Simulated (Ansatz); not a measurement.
An Ansatz (a program for electronic structure) run. Input:

Ansatz 0.2 input:
```yaml
crystal:
  lattice:
    - [-1.6104267405, 1.6104267405, 2.5259035702]
    - [1.6104267405, -1.6104267405, 2.5259035702]
    - [1.6104267405, 1.6104267405, -2.5259035702]
  atoms:
    - { symbol: In, position: [0.0, 0.0, 0.0] }
kpoints:
  mp_grid: { grid: [18, 18, 18] }
hamiltonian:
  xc: r2scan
  pseudopotentials: { kind: paw }
scf:
  occupations: { method: gaussian, width: 0.1 }
checkpoint: { read: metal.run }
output: { bader: true, populations: true }
```

Output (shortened):

```
Pseudopotential: In, paw, valence charge 13
Functional definition: r2SCAN
Crystal: 1 atoms, lattice volume = 26.203 Å³
Basis set: ecut = 500 eV, 657 PW (Γ), exchange–correlation on 100×100×100 points (64 copies of the dense FFT grid, shifted against one another)
Bands: 15, of which v1, the nominal top of the filled ones, is band 7 counted from 1 (6 counted from 0)
Symmetry: 16 space group operations
Space group: I4/mmm (ITA 139), of the structure as read, at distance tolerance 3.0e-5 Å
k-points: 480 of 5832
Stability of the state it starts from, as read at its close in the unpolarized treatment …
iter 1 solved again at ethr=1.30e-8 eV; its pass at ethr=3.10e-3 eV (dr2=1.70e-6 eV) is discarded
SCF iter   1: F=—  HF=-5611.820795 eV  |F-HF|=—  |Δ(HF+E_count)|=         —  Δρ=3.66e-7  dr2=4.40e-11  dr2_τ=6.89e-13  ethr=1.30e-8  ⟨swp⟩=3.0  Hψ=61232  notcnv=0
preconditioner: auto → none
SCF iter   2: F=-5611.820795 eV  HF=-5611.820795 eV  |F-HF|=1.46e-11  |Δ(HF+E_count)|=  6.16e-10  Δρ=3.29e-7  dr2=1.85e-11  dr2_τ=9.48e-13  ethr=1.00e-12  ⟨swp⟩=6.0  Hψ=26866  notcnv=0
SCF 1 converged in 2 iterations: F = -5611.820795 eV  dr2 = 1.85e-11
SCF converged after 2 iterations
Free energy (F): -5611.820795 eV
Harris-Foulkes:  -5611.820795 eV  (|F-HF|=1.46e-11)
Internal energy: -5611.819169 eV  (E = F + TS)
E sigma→0 (E₀):  -5611.819982 eV
Entropy (-TS):   -0.001626 eV (-1.626 meV/atom)
Fermi energy:    10.194573 eV
--- Per-component energies (eV) ---
  E_band       = -31.242560
  E_kinetic    = 241.263569
  E_local      = -1078.534393  (includes V_loc(G=0)·N_el)
  E_nonlocal   = 366.583759
  E_hartree    = 423.818160
  E_xc         = -201.499507
  E_vxc        = -107.609983  (∫ρ·V_xc dr)
  E_paw        = -4181.540371  (= ΣΔE_a)
  E_vpaw       = -308.227511  (= ΣTr[D̂ρ^β])
  E_aug_tail   = 0.000008  (compensation charges beyond the density's cutoff)
  E_vtau       = 7.645630  (kinetic-family band-sum trace: ∫τ·v_τ [+ j·A + Jᵃ·Aᵃ] dr)
  E_ewald      = -1182.875939
  E_core_change = 0.965546  (= ΣΔE_core)
  E_smearing   = -0.001626  (= −TS)
  E_closure    = 0.000000  (closes the sum)
  Σ components = -5611.820795   (vs F -5611.820795, Δ=0.00e0)
  [band-id]    e_kinetic+e_local+e_nonlocal+2·e_hartree+e_vxc+e_vpaw+e_augmentation_tail+e_vtau = -31.242602   (vs E_band -31.242560, Δ=-4.15e-5)
--- Band table (eV; the first three rows and the last of 480) ---
  k-point 0: bands = ["-5.1965", "-5.0372", "-5.0372", "-4.9999", "-4.8393", "0.1655", "21.3225", "21.3225", "21.5942", "22.3804", "24.6640", "24.9808", "24.9808", "25.4593", "27.3658"]
  k-point 1: bands = ["-5.1811", "-5.0452", "-5.0300", "-4.9949", "-4.8462", "0.2668", "20.6040", "20.9135", "20.9579", "21.8625", "25.4689", "25.4792", "25.6781", "25.8982", "27.6874"]
  k-point 2: bands = ["-5.1362", "-5.0682", "-5.0090", "-4.9829", "-4.8652", "0.5720", "19.2866", "19.6577", "20.1213", "20.9565", "25.8692", "25.9163", "27.0811", "27.1200", "27.4887"]
  k-point 479: bands = ["-5.3664", "-5.2242", "-4.7475", "-4.7270", "-4.7270", "6.8636", "7.1380", "15.4817", "15.4817", "18.8727", "19.4231", "33.9306", "35.9145", "35.9145", "36.2048"]
--- Löwdin populations: 1 site ---
  site symbol       q [e]
     0     In     12.9795
  spilling = 0.001574 (of n_electrons = 13.000000)
--- Bader charges: 1 site ---
  site symbol  charge [e]  shift [e]
     0     In      0.0000     0.0000
  shift: an alarm, by how much a part of what the PAW files miss would move the charge. Where it is large, compare
  with a run on PAW files of another source; a small one proves nothing
  estimated error of the sums over rays = 5.2e-7 e
```

Cost: around 30 core-seconds (rough) on shared cores.

The r²SCAN relaxation kept the symmetry of its start. Spin–orbit coupling is left out wherever it is not named.

Potentials: the later of the program's two PAW sets.

Ansatz is a plane-wave DFT program.
